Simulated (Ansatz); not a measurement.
Relaxed-ion elastic tensor of Cs (fcc (Cu type), Fm-3m) in GPa (Voigt order), DFT-PBEsol in the program Ansatz with PAW potentials; density 2.04 g/cm³, 108.44 Å³ per atom.

```
2.4  1.9  1.9  0.0  0.0  0.0
1.9  2.4  1.9  0.0  0.0  0.0
1.9  1.9  2.4  0.0  0.0  0.0
0.0  0.0  0.0  1.6  0.0  0.0
0.0  0.0  0.0  0.0  1.6  0.0
0.0  0.0  0.0  0.0  0.0  1.6
```

Q: Is the crystal mechanically stable?

A: Yes: the smallest eigenvalue of C is 0.5 GPa.

Q: Work out the Voigt, Reuss and Hill averages.

A: K_V = 2.1, K_R = 2.1, K_H = 2.1; G_V = 1.0, G_R = 0.5, G_H = 0.8 GPa.

Q: Give Young's modulus, Poisson's ratio, Pugh's ratio and the universal anisotropy index.

A: E = 9KG/(3K + G) = 2.0 GPa; ν = 0.34; K/G = 2.73 (ductile by the Pugh limit of 1.75); A_U = 5G_V/G_R + K_V/K_R − 6 = 6.06.

Q: Estimate the sound speeds and the Debye temperature.

A: v_l = √((K + 4G/3)/ρ) = 1230 m/s, v_t = √(G/ρ) = 609 m/s, mean 684 m/s; Θ = (h/k)(3n/4πV)^(1/3) v_m = 42.7 K.

Q: Give the Zener ratio and Young's modulus along [100], [110] and [111].

A: A = 2C44/(C11 − C12) = 6.90; 1/E = S11 − 2(S11 − S12 − S44/2)Γ with Γ = 0, 1/4, 1/3 gives 0.7, 1.7, 3.8 GPa.

Q: Solve the Christoffel equation for the three sound speeds along [100], [110], [111].

A: Eigenvalues of C_ijkl n_j n_l equal ρv². In km/s, slowest first: [100] 0.88, 0.88, 1.08; [110] 0.34, 0.88, 1.35; [111] 0.58, 0.58, 1.43.

The workflow started from a Materials Project entry (that database holds measured and hypothetical structures alike); the Crystallography Open Database files this formula in space group No. 225, but the cells were not matched. It is not the phase usual at ambient conditions (space group No. 229). The cell was relaxed with PBEsol under the symmetry of its start; its stability against distortions is not shown here. As this level gives no gap, shear constants depend on the k-mesh and smearing (Fermi–Dirac, 0.1 eV here). Scalar-relativistic: spin–orbit coupling is off unless named, which matters more the heavier the elements.

Potentials: the later of the program's two PAW sets.
